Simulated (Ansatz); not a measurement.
CdSe:
```cif
data_Cd4Se4
_chemical_formula_sum 'Cd4 Se4'
_space_group_name_H-M_alt 'P63mc'
_space_group_IT_number 186
_space_group_name_Hall 'P 6c -2c'
_cell_length_a 4.24763
_cell_length_b 4.24763
_cell_length_c 13.87794
_cell_angle_alpha 90.000
_cell_angle_beta 90.000
_cell_angle_gamma 120.000
loop_
_atom_site_label
_atom_site_type_symbol
_atom_site_symmetry_multiplicity
_atom_site_Wyckoff_symbol
_atom_site_fract_x
_atom_site_fract_y
_atom_site_fract_z
_atom_site_occupancy
Cd1 Cd 2 a 0.00000 0.00000 0.00023 1
Cd2 Cd 2 b 0.33333 0.66667 0.25017 1
Se1 Se 2 a 0.00000 0.00000 0.31276 1
Se2 Se 2 b 0.33333 0.66667 0.06247 1
```

Relaxed with LDA.

**Question.** Decompose the optical modes at the zone centre into irreducible representations, and say which are infrared and Raman allowed.

**Answer.** Point group 6mm: Γ_opt = 3A1 + 4B1 + 3E1 + 4E2. Infrared: A1, E1. Raman: A1, E1, E2.

**Question.** Assign frequencies (DFPT, LDA in the plane-wave PAW code Ansatz; without the LO–TO term).

**Answer.** E2 28, E2 29, E1 33, B1 86, B1 87, A1 125, A1 174, E1 176, E2 177, E2 180, E1 181, A1 192, B1 201, B1 201 cm⁻¹.

Subscripts of B labels follow the axes of the standard setting.

Space group P6_3mc. The cell is a constructed one: a structure type filled with these elements. Its sites differ from those of the usual phase in this space group: another stacking or structure type. The cell was relaxed with LDA under the symmetry of its start; phonons on a q-mesh show no instability.

Potentials: the later of the program's two PAW sets.
